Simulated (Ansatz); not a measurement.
# Ansatz 0.2.0, single run: AlPtO

The command:

```bash
ansatz run input.yaml --threads 1 --pin off --max-ram 2560MiB --backend cpu --events-out ev --progress --plain --runs-dir out
```

input.yaml:

```yaml
crystal:
  lattice:
    - [3.335193, 0.0, 0.0]
    - [0.0, 3.32598, 0.0]
    - [0.0, 0.0, 7.066555]
  atoms:
    - { symbol: Al, position: [0.0, 0.5, 0.07] }
    - { symbol: Al, position: [0.5, 0.0, 0.93] }
    - { symbol: O, position: [0.0, 0.0, 0.94] }
    - { symbol: O, position: [0.5, 0.5, 0.06] }
    - { symbol: Pt, position: [0.0, 0.0, 0.3] }
    - { symbol: Pt, position: [0.5, 0.5, 0.7] }
  symmetry: { tolerance: 0.0003 }
kpoints:
  mp_grid: { grid: [5, 5, 3], shift: [0, 0, 0] }
magnetization:
  spin_polarized: false
scf:
  occupations: { method: tetrahedron }
hamiltonian:
  pseudopotentials: { kind: paw }
  xc: r2scan
  hubbard: { sites: [{ species: Pt, l: d, u_eff: 5.0 }], double_counting: fll }
basis:
  ecutwfc: 500
output:
  forces: true
  stress: true
  eigenvalues: true
  write_density: true
  write_potential: true
  elf: true
  volumetric_format: npy
```

Origin of the cell: a known structure type with other elements, at an estimated volume, so it need not be a known compound.

Output (shortened):

```
Warning: output.forces, output.stress, relax.cell or npt_langevin: where a Kohn–Sham band that disperses or a degenerate level is filled in part under the method tetrahedron, the forces or th […]
Al: projections on atomic orbitals take those of the free atom [Ne] 3s2 3p1, of charge +0.00 (hamiltonian.pseudopotentials.projection_atoms); the dataset's partial waves leave at most 3.3e-8 […]
O: projections on atomic orbitals take those of the free atom [He] 2s2 2p4, of charge +0.00 (hamiltonian.pseudopotentials.projection_atoms); the dataset's partial waves leave at most 1.9e-8 o […]
Pt: projections on atomic orbitals take those of the free atom [Kr 4d10 4f14] 5s2 5p6 5d9 6s1, of charge +0.00 (hamiltonian.pseudopotentials.projection_atoms); the dataset's partial waves lea […]
band count auto-derived: 34 (N_el = 54.0; filled up to band 27; 33 by the electrons, moments and atoms)
Pseudopotentials: kind: paw
Pseudopotential: Al, paw, valence charge 3, recommended cutoff 500 eV (meta_gga), Al.paw.azcp
Pseudopotential: O, paw, valence charge 6, recommended cutoff 500 eV (meta_gga), O.paw.azcp
Pseudopotential: Pt, paw, valence charge 18, recommended cutoff 500 eV (meta_gga), Pt.paw.azcp
Functional definition: r2SCAN
  exchange = r2scan_x(k0 = k0, k1 = k1, a1 = a1)
[… 16 lines left out …]
Initial density: superposition of atomic densities (chi_scale 0.1, normalization cell, long waves of neutral atoms under a Hubbard term (reshape's long-wave potential 1.11 eV rms, cloud 2.02 Å wide))
Functional: x = r2scan, c = r2scan; τ floored in thin density (d = 2e-4 eV/Å³)
SCF iter   1: F=—  HF=-27287.784229 eV  Δρ=7.21e-2  dr2=5.45e0  dr2_τ=6.94e-1
SCF iter   2: F=—  HF=-27287.310942 eV  Δρ=3.80e-2  dr2=1.63e0  dr2_τ=8.12e-2  defer=29
SCF iter   3: F=—  HF=-27287.164956 eV  Δρ=1.34e-2  dr2=2.57e-1  dr2_τ=7.18e-3  defer=29
SCF iter   4: F=—  HF=-27287.135046 eV  Δρ=5.41e-3  dr2=4.96e-2  dr2_τ=2.36e-3  defer=29
SCF iter   5: F=—  HF=-27287.131860 eV  Δρ=2.79e-3  dr2=9.37e-3  dr2_τ=7.92e-4  defer=29
SCF iter   6: F=—  HF=-27287.130811 eV  Δρ=8.16e-4  dr2=9.83e-4  dr2_τ=3.88e-5  defer=29
SCF iter   7: F=—  HF=-27287.130947 eV  Δρ=3.01e-4  dr2=1.07e-4  dr2_τ=6.04e-6  defer=29
SCF iter   8: F=—  HF=-27287.131070 eV  Δρ=6.59e-5  dr2=3.86e-6  dr2_τ=1.80e-7  defer=29
SCF iter   9: F=—  HF=-27287.131083 eV  Δρ=1.48e-5  dr2=1.59e-7  dr2_τ=1.75e-8  defer=30
SCF iter  10: F=-27287.131083 eV  HF=-27287.131083 eV  Δρ=4.25e-6  dr2=1.71e-8  dr2_τ=1.30e-9
SCF 1 converged in 10 iterations: F = -27287.131083 eV  dr2 = 1.71e-8
SCF converged after 10 iterations
Stability not checked: this state was not tested for a lower state beside it, because cold or Methfessel-Paxton smearing, or corrected tetrahedra, fill the levels in a way that the test cannot read (fill_not_monotonic; […]
Free energy (F): -27287.131083 eV
Harris-Foulkes:  -27287.131083 eV  (|F-HF|=6.65e-9)
Internal energy: -27287.131253 eV  (E = F + TS)
E sigma→0 (E₀):  -27287.131083 eV
Entropy (-TS):   0.000171 eV (0.028 meV/atom)
Fermi energy:    12.366071 eV
--- Per-component energies (eV) ---
  E_band       = -601.400365
  E_kinetic    = 1727.291275
  E_local      = -5251.397544  (includes V_loc(G=0)·N_el)
  E_nonlocal   = 530.159138
  E_hartree    = 2013.245044
  E_xc         = -729.786259
  E_vxc        = -962.536901  (∫ρ·V_xc dr)
  E_hubbard    = 2.295690  (on-site DFT+U / exact-exchange correction)
  E_vhub       = -42.947945  (the Hubbard potential's part of the band-sum identity)
  E_paw        = -20236.237044  (= ΣΔE_a)
  E_vpaw       = -689.368153  (= ΣTr[D̂ρ^β])
  E_aug_tail   = 0.002416  (compensation charges beyond the density's cutoff)
  E_vtau       = 60.907072  (kinetic-family band-sum trace: ∫τ·v_τ [+ j·A + Jᵃ·Aᵃ] dr)
  E_ewald      = -5342.056883
  E_core_change = -0.647087  (= ΣΔE_core)
  E_smearing   = 0.000171  (= −TS)
  Σ components = -27287.131083   (vs F -27287.131083, Δ=0.00e0)
--- Forces (eV/Å), atoms counted from 1 ---
  atom   1  Al     0.000000     0.000000     1.938196
  atom   2  Al     0.000000     0.000000    -1.938196
  atom   3  O      0.000000     0.000000     0.741395
  atom   4  O      0.000000     0.000000    -0.741395
  atom   5  Pt     0.000000     0.000000     5.052113
  atom   6  Pt     0.000000     0.000000    -5.052113
  max |Σ_I F_I| component: 0.00e0 eV/Å
--- Stress (GPa, compression-positive) ---
       51.327587       0.000000       0.000000
        0.000000      21.348821       0.000000
        0.000000       0.000000      32.421591
  P = ⅓ Tr σ = 35.0327 GPa (350.327 kbar)
Occupation matrices written to <dir>
```

Caveats: forces and stress under tetrahedra may miss the slope of the energy; no moments, though an odd count or open d shells may carry them; no spin-orbit coupling, though heavy elements are present; the given cell is far from equilibrium, with atoms too close or a volume far off; the k mesh is coarse if the cell is a metal.

The run took 16 s of wall time on 1 CPU thread(s) of a shared host, from the program's own first density.
